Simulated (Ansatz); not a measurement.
Rh (fcc (Cu type)), relaxed with PBE+D3(BJ) (Ansatz, an electronic-structure program, plane waves, PAW): a = b = c = 3.793 Å, α = β = γ = 90.00°.

```
Item                  Result
--------------------  ------
B₀ by P(V) fit (GPa)     281
K_Hill (GPa)             281
G_Hill (GPa)             168
Θ_D (K)                  507
```

Q: The same phase is relaxed and computed with PBE in the same code. What are the cell and these values now?

A: a = b = c = 3.8299 Å, α = β = γ = 90.00°.

B₀ by P(V) fit (GPa): 257
K_Hill (GPa): 257
G_Hill (GPa): 152
Θ_D (K): 484

All cells were relaxed under the symmetry of their starts (and spin orders); stability against distortions was not tested throughout. Rows with no word on spin ran without spin polarisation. Spin–orbit coupling is left out wherever it is not named.

Potentials: the later of the program's two PAW sets.

Ansatz is a plane-wave DFT program.
